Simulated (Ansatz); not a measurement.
Here is the system:

Bi2Te2Se:
```cif
data_Bi2SeTe2
_chemical_formula_sum 'Bi2 Te2 Se1'
_space_group_name_H-M_alt 'P 1'
_space_group_IT_number 1
_cell_length_a 10.65146
_cell_length_b 10.65146
_cell_length_c 10.65146
_cell_angle_alpha 23.339
_cell_angle_beta 23.339
_cell_angle_gamma 23.339
loop_
_space_group_symop_operation_xyz
  'x, y, z'
loop_
_atom_site_label
_atom_site_type_symbol
_atom_site_fract_x
_atom_site_fract_y
_atom_site_fract_z
_atom_site_occupancy
Bi1 Bi 0.60710 0.60710 0.60710 1
Bi2 Bi 0.39290 0.39290 0.39290 1
Te1 Te 0.21736 0.21736 0.21736 1
Te2 Te 0.78264 0.78264 0.78264 1
Se1 Se 0.00000 0.00000 0.00000 1
```

This is the r²SCAN+D4-relaxed structure.

Question: All from DFT-r²SCAN+D4 in the program Ansatz with PAW potentials, unless another level is named. Estimate the electron effective mass.

Answer: 0.089, 0.089, 0.24 mₑ (principal values).

Question: Next, the formation energy from the elements (no fitted shifts)?

Answer: -0.35 eV/atom.

Question: And the valence-band maximum?

Answer: at Γ.

Question: What about the weight of the conduction-edge state by species (Voronoi cells)?

Answer: Bi 59 %, Te 25 %, Se 16 %.

Space group R-3m. The workflow started from a Materials Project entry (that database holds measured and hypothetical structures alike); the Crystallography Open Database copy checked does not list it. Whether it is the stable phase at ambient conditions was not checked. Symmetry was held in the r²SCAN+D4 relaxation; whether a distortion lowers the energy is not shown. The references are the lowest solids computed at this level, not always the standard phases. Spin–orbit coupling is left out wherever it is not named.

Potentials: the later of the program's two PAW sets.

Edges and masses are those of Kohn–Sham bands, whose gap is no quasiparticle gap.
